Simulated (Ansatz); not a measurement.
The relaxed structure here is a generated cell of CdS: the first start was made by placing the elements on the sites of a structure type, and the end was not matched to a known phase here, so it may be hypothetical. Known forms of CdS include space group No. 186, 216.

A structure of CdS relaxed with PBEsol (plane waves to 420 eV, PAW, scalar-relativistic; Ansatz, a quantum-chemistry and plane-wave program); single points at other levels follow on the same geometry (Ansatz, PAW; HSE06 at 420 eV on a 6×6×4 k-mesh; no spin-orbit coupling). Space group P6₃/mmc (No. 194).

```yaml
crystal:
  lattice:
    - [3.80939, 0.00000, 0.00000]
    - [-1.90469, 3.29903, 0.00000]
    - [0.00000, 0.00000, 6.36402]
  atoms:
    - { symbol: Cd, position: [0.00000, 0.00000, 0.00000] }
    - { symbol: Cd, position: [0.00000, 0.00000, 0.50000] }
    - { symbol: S, position: [0.33333, 0.66667, 0.25000] }
    - { symbol: S, position: [0.66667, 0.33333, 0.75000] }
```

| level | gap (eV) | kind | conduction minimum |
|---|---|---|---|
| PBEsol | 0.65 | direct | Γ |
| HSE06 | 1.80 | – | Γ |

No spin polarisation in the result.

The run could not lose the symmetry of its start; a randomly shaken copy of 8 atoms returns to this structure.

All atoms sit on sites fixed by symmetry, so only the cell could relax.
